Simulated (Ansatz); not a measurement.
Axial (c/a) deformation path in CaMg

Level of theory: Ansatz, DFT LDA, scalar-relativistic, plane waves, PAW. Settings: plane waves to 420 eV, k-mesh 18×18×10 (Γ-centred), Gaussian smearing 0.15 eV. No spin polarisation. Energies are free energies at this smearing, counted from the undisturbed cell; pressure is positive in compression.

The starting cell (as given, not relaxed at this level; it stands at -1.8 GPa, and it needn't be the usual structure):

```
Ca Mg
1.0
     3.66812    0.00000    0.00000
    -1.83406    3.17668    0.00000
     0.00000    0.00000    5.62230
Ca Mg
1 1
Cartesian
  3.6681 0.0000 2.8111
  1.8341 1.0589 0.0000
```

At fixed volume and fractional coordinates, lengths along (0.000, 0.000, 1.000) are scaled against those across it; ρ is that ratio over its starting value. The cell is metallic on the mesh throughout.

```
    ρ  ΔE (meV/atom) pressure (GPa)
0.800              ?               ?
0.850           22.3            -1.1
0.920            3.0            -1.5
0.960              ?               ?
1.000            0.0            -1.8
1.050            9.9            -1.9
1.100           28.8            -1.9
1.200           90.4            -1.7
1.300          174.7            -1.2
```

(1) Give the withheld values.

## Answers

(1) ΔE (meV/atom) at ρ = 0.800: 43.9; pressure (GPa) at ρ = 0.800: -0.8; ΔE (meV/atom) at ρ = 0.960: -1.0; pressure (GPa) at ρ = 0.960: -1.6.